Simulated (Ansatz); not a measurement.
The start is a randomly generated symmetric cell of W (space group No. 139). A full variable-cell relaxation at zero pressure is run with r2SCAN (plane waves to 500 eV, PAW, scalar-relativistic; Ansatz, a quantum-chemistry and plane-wave program). First-step values are on the input's coarse k-mesh.

Ansatz input (later rounds restart from its end on a renewed k-mesh):
Ansatz 0.2 input:
```yaml
crystal:
  lattice:
    - [-1.8082467, 1.8082467, 1.3790995]
    - [1.8082467, -1.8082467, 1.3790995]
    - [1.8082467, 1.8082467, -1.3790995]
  atoms:
    - { symbol: W, position: [0, 0, 0] }
basis: { ecutwfc: 500, ecutrho_ratio: 4, xc_grid: 4, fft_grid_basis: typed }
kpoints: { mp_grid: { grid: [15, 15, 15] } }
hamiltonian:
  xc: r2scan
  dispersion: none
  pseudopotentials: { azcp: { folder: ./paw }, kind: paw }
scf: { occupations: { method: fermi_dirac, width: 0.05 } }
relax: { f_tol: 0.01, max_steps: 100, cell: { stress_tol: 0.02 } }
output: { forces: true, stress: true }
```

### Question
What pressure does the first self-consistent step give?

### Answer
-21.8 GPa (negative: the cell is under tension).

### Question
What symmetry does the relaxed structure have?

### Answer
The space group goes from I4/mmm (No. 139) to Im-3m (No. 229); the end is bcc (W type), with 1 atom in the primitive cell.

### Question
How much energy is released per atom?

### Answer
0.65 eV/atom.

### Question
How does the volume change?

### Answer
-11.7 %, from 18.04 to 15.93 Å³/atom.

### Question
How do the shortest distances between atoms change?

### Answer
The closest pairs of elements (up to four, under 3.6 Å), start → end: W–W 2.76 → 2.75 Å.

### Question
Give the final cell and atomic positions.

### Answer

Space group Im-3m (No. 229); a = b = c = 3.1698 Å, α = β = γ = 90.00°

```
atom  site  symmetry       x       y       z
----  ----  --------  ------  ------  ------
W       2a      m-3m  0.0000  0.0000  0.0000
```
(The calculation used a cell of 1 atom; values per cell refer to that cell.)

Final values are on a 21×21×21 k-mesh of the relaxed cell. No spin polarisation in the result.

The run could not lose the symmetry of its start.
